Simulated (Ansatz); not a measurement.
Relax this structure to zero stress and force, keeping its symmetry:

Space group P6_3/mmc (No. 194). a = 5.074 Å, b = 5.074 Å, c = 4.086 Å, α = 90.00°, β = 90.00°, γ = 120.00°
| atom | site | symmetry | x | y | z |
| --- | --- | --- | --- | --- | --- |
| Al | 2d | -6m2 | 0.6667 | 0.3333 | 0.2500 |
| Co | 6h | mm2 | 0.1649 | 0.3297 | 0.2500 |

These are results of DFT PBEsol, scalar-relativistic, plane waves, PAW in Ansatz 0.2.0, not measurements.

Settings: cutoff 420 eV, Γ-centred mesh 12×12×10 on the computed 8-atom cell, Gaussian smearing of 0.10 eV; collinear spin from starting moments 0 0 1.49 1.49 1.49 1.49 1.49 1.49 μB.

What does it relax to?

The volume decreases by 0.44 Å³/atom to 10.95 Å³/atom, and the energy falls by 11.0 meV/atom. The cell ends with a moment of 7.40 μB (only this magnetic start was tried). Final structure:
```
Al Co
1.0
     5.00115    0.00000    0.00000
    -2.50058    4.33113    0.00000
     0.00000    0.00000    4.04284
Al Co
2 6
Direct
  0.66667 0.33333 0.25000
  0.33333 0.66667 0.75000
  0.16520 0.33039 0.25000
  0.66961 0.83480 0.25000
  0.16520 0.83480 0.25000
  0.83480 0.66961 0.75000
  0.33039 0.16520 0.75000
  0.83480 0.16520 0.75000
```

Course of the relaxation (steps run on the plane waves of an earlier cell, and the basis is chosen afresh near the end, so energy and pressure can step there; trial steps that raised the energy were taken back; energies are free energies):

| step | E − E_final (meV/atom) | largest force component (eV/Å) | P (GPa) | V (Å³/atom) |
| --- | --- | --- | --- | --- |
| 1 | 11.0 | 0.006 | -7.59 | 11.39 |
| 2 | 1.6 | 0.009 | -3.20 | 11.12 |
| 3 | -0.3 | 0.001 | 0.23 | 10.94 |
| 4 | -0.3 | 0.000 | -0.01 | 10.95 |
| 5 | 0.0 | 0.000 | -0.06 | 10.95 |
| 6 | 0.0 | 0.000 | 0.00 | 10.95 |
| 7 | 0.0 | 0.000 | 0.00 | 10.95 |

Cost: 1 run of about 12 core-minutes, on Intel Xeon Platinum 8375C (Ice Lake) (shared hosts).